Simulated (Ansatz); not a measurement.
### Question
C in space group Fd-3m (No. 227; C on 8b, C on 32e, C on 96g) is relaxed with DFT-r²SCAN in the program Ansatz with PAW potentials. What lattice parameters of the conventional cell result?

### Answer
a = 9.611 Å.

### Question
Give the free coordinates with the occupied sites.

### Answer
In one choice of origin and axes:

| atom | site | symmetry | x | y | z |
|---|---|---|---|---|---|
| C | 8b | -43m | 0.5000 | 0.5000 | 0.5000 |
| C | 32e | .3m | 0.4085 | 0.4085 | 0.4085 |
| C | 96g | ..m | 0.0581 | 0.0581 | 0.2549 |

### Question
Is it a metal or does it have a gap at this level?

### Answer
A gap of 3.96 eV.

The start of the workflow was typed in or built on a structure type. Its sites differ from those of the usual phase in this space group: another stacking or structure type. Symmetry was held in the r²SCAN relaxation; whether a distortion lowers the energy is not shown.

Potentials: the later of the program's two PAW sets.
